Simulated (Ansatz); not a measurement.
GeSe:
```cif
data_Ge4Se4
_chemical_formula_sum 'Ge4 Se4'
_space_group_name_H-M_alt 'P 1'
_space_group_IT_number 1
_cell_length_a 10.62937
_cell_length_b 3.83309
_cell_length_c 4.20016
_cell_angle_alpha 90.000
_cell_angle_beta 90.000
_cell_angle_gamma 90.000
loop_
_space_group_symop_operation_xyz
  'x, y, z'
loop_
_atom_site_label
_atom_site_type_symbol
_atom_site_fract_x
_atom_site_fract_y
_atom_site_fract_z
_atom_site_occupancy
Ge1 Ge 0.11945 0.25000 0.10534 1
Ge2 Ge 0.88055 0.75000 0.89466 1
Ge3 Ge 0.38055 0.75000 0.60534 1
Ge4 Ge 0.61945 0.25000 0.39466 1
Se1 Se 0.85638 0.25000 0.49200 1
Se2 Se 0.14362 0.75000 0.50800 1
Se3 Se 0.64362 0.75000 0.99200 1
Se4 Se 0.35638 0.25000 0.00800 1
```

Relaxed with LDA.

Q: Decompose the optical modes at the zone centre into irreducible representations, and say which are infrared and Raman allowed.

A: Point group mmm: Γ_opt = 4Ag + 2Au + 2B1g + 3B1u + 4B2g + B2u + 2B3g + 3B3u. Infrared: B1u, B2u, B3u. Raman: Ag, B1g, B2g, B3g.

Q: Assign frequencies (DFPT, LDA (plane waves, PAW; program Ansatz); without the LO–TO term).

A: B3g 33, Ag 41, Au 69, Ag 70, B1g 70, B2g 73, B3u 77, B1u 81, B2g 97, B2u 138, B3g 143, Au 158, B1g 164, B3u 165, B1u 173, Ag 176, B1u 179, Ag 184, B2g 189, B3u 191, B2g 214 cm⁻¹.

Subscripts of B labels follow the axes of the standard setting.

Space group Pnma. The LDA relaxation kept the symmetry of its start; of distortions, only those at the zone centre were tested. A crystal of weakly bound layers computed without a dispersion correction: the cell and the soft elastic constants depend strongly on that.

Potentials: the later of the program's two PAW sets.
